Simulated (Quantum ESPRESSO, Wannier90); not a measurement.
## Rh (fcc (Cu type)): Wannier90 run

Cell from Materials Project (mp-74), symmetrised, no further relaxation. This is the element's usual structure. Method: PBEsol plane waves in Quantum ESPRESSO 7.5 (PseudoDojo norm-conserving files, 71 Ry, no spin polarisation, no spin-orbit coupling), Bloch states on a 12×12×12 mesh through Γ, Wannier90 4.0.1. Density: 18×18×18 mesh, cold smearing 0.01 Ry.

Input w.win:

```
num_bands = 17
num_wann = 9
exclude_bands = 1-4
num_iter = 0
conv_tol = 1.0e-7
conv_window = 4
dis_num_iter = 1000
dis_conv_tol = 1.0e-7
dis_froz_max = 23.96
write_hr = true
write_u_matrices = true
begin projections
Rh: s;p;d
end projections
begin unit_cell_cart
ang
    0.0000000000    1.9029850000    1.9029850000
    1.9029850000    0.0000000000    1.9029850000
    1.9029850000    1.9029850000    0.0000000000
end unit_cell_cart
begin atoms_frac
Rh   0.0000000000  0.0000000000  0.0000000000
end atoms_frac
mp_grid = 12 12 12
begin kpoints
0.0000000000 0.0000000000 0.0000000000
0.0000000000 0.0000000000 0.0833333333
0.0000000000 0.0000000000 0.1666666667
... (1725 more lines: the 12x12x12 mesh through Gamma)
end kpoints
```

On the energy scale of pw.x, whose zero is arbitrary, the Fermi level lies at 22.46 eV. Lines of w_hr.dat (R1 R2 R3 m n Re Im, eV) for R = 0 and one of the shortest lattice vectors, rounded to 0.01 eV, lines under 0.02 eV left out; orbitals in order: Rh1 s, Rh1 pz, Rh1 px, Rh1 py, Rh1 dz2, Rh1 dxz, Rh1 dyz, Rh1 dx2-y2, Rh1 dxy.

```
    0    0    0    1    1    30.98     0.00
    0    0    0    2    2    37.55     0.00
    0    0    0    3    3    37.55     0.00
    0    0    0    4    4    37.55     0.00
    0    0    0    5    5    20.40     0.00
    0    0    0    6    6    20.33     0.00
    0    0    0    7    7    20.33     0.00
    0    0    0    8    8    20.40     0.00
    0    0    0    9    9    20.33     0.00
   -1    0    0    1    1    -0.95     0.00
   -1    0    0    2    1     1.52     0.00
   -1    0    0    4    1     1.52     0.00
   -1    0    0    5    1    -0.22     0.00
   -1    0    0    7    1    -0.63     0.00
   -1    0    0    8    1     0.38     0.00
   -1    0    0    1    2    -1.52     0.00
   -1    0    0    2    2     1.37     0.00
   -1    0    0    4    2     2.17     0.00
   -1    0    0    7    2    -0.66     0.00
   -1    0    0    8    2     0.54     0.00
   -1    0    0    6    3     0.21     0.00
   -1    0    0    9    3     0.21     0.00
   -1    0    0    1    4    -1.52     0.00
   -1    0    0    2    4     2.17     0.00
   -1    0    0    4    4     1.37     0.00
   -1    0    0    5    4    -0.46     0.00
   -1    0    0    7    4    -0.66     0.00
   -1    0    0    8    4     0.27     0.00
   -1    0    0    1    5    -0.22     0.00
   -1    0    0    4    5     0.46     0.00
   -1    0    0    5    5     0.31     0.00
   -1    0    0    7    5    -0.18     0.00
   -1    0    0    8    5     0.35     0.00
   -1    0    0    3    6    -0.21     0.00
   -1    0    0    6    6     0.20     0.00
   -1    0    0    9    6     0.30     0.00
   -1    0    0    1    7    -0.63     0.00
   -1    0    0    2    7     0.66     0.00
   -1    0    0    4    7     0.66     0.00
   -1    0    0    5    7    -0.18     0.00
   -1    0    0    7    7    -0.70     0.00
   -1    0    0    8    7     0.32     0.00
   -1    0    0    1    8     0.38     0.00
   -1    0    0    2    8    -0.54     0.00
   -1    0    0    4    8    -0.27     0.00
   -1    0    0    5    8     0.35     0.00
   -1    0    0    7    8     0.32     0.00
   -1    0    0    8    8    -0.10     0.00
   -1    0    0    3    9    -0.21     0.00
   -1    0    0    6    9     0.30     0.00
   -1    0    0    9    9     0.20     0.00
```
